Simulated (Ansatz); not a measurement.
Ga3Pt2:
```
CELL_PARAMETERS angstrom
      4.24546     0.00000     0.00000
     -2.12273     3.67668     0.00000
      0.00000     0.00000     5.21386
ATOMIC_POSITIONS crystal
  Pt 0.33333 0.66667 0.16255
  Pt 0.66667 0.33333 0.83745
  Ga 0.00000 0.00000 0.00000
  Ga 0.33333 0.66667 0.64305
  Ga 0.66667 0.33333 0.35695
```

Relaxed with PBEsol. Special points in fractions of this cell's reciprocal vectors: Γ (0.000, 0.000, 0.000); M (0.500, 0.000, 0.000); K (0.333, 0.333, 0.000); A (0.000, 0.000, 0.500); L (0.500, 0.000, 0.500); H (0.333, 0.333, 0.500).

Problem. List the band energies nearest the Fermi level at these points for plane-wave PAW PBEsol with spin–orbit coupling (Ansatz code).

Solution. In eV from the Fermi level; about four levels below and three above (degenerate sets whole), none deeper than 8.9 eV; points with the same levels are listed once.

```tsv
k	below	above
Γ	-1.77 -1.77 -1.51 -1.51	1.65 1.65 1.84 1.84
M	-2.10 -2.10 -1.60 -1.60	1.43 1.43 1.75 1.75
K	-0.91 -0.91 -0.85 -0.85	1.27 1.27 1.94 1.94
A	-2.46 -2.46 -0.53 -0.53	2.17 2.17 2.63 2.63
L	-1.40 -1.40 -0.10 -0.10	2.01 2.01 2.18 2.18
H	-2.07 -2.07 -1.72 -1.72	0.50 0.50 5.54 5.54
```

Space group P-3m1 (La2O3 or Ni2Al3 type). The workflow started from an entry of the Crystallography Open Database (COD). Whether it is the stable phase at ambient conditions was not checked. The cell was relaxed with PBEsol under the symmetry of its start; of distortions, only those at the zone centre were tested. The run is not spin-polarised.

Potentials: the later of the program's two PAW sets.
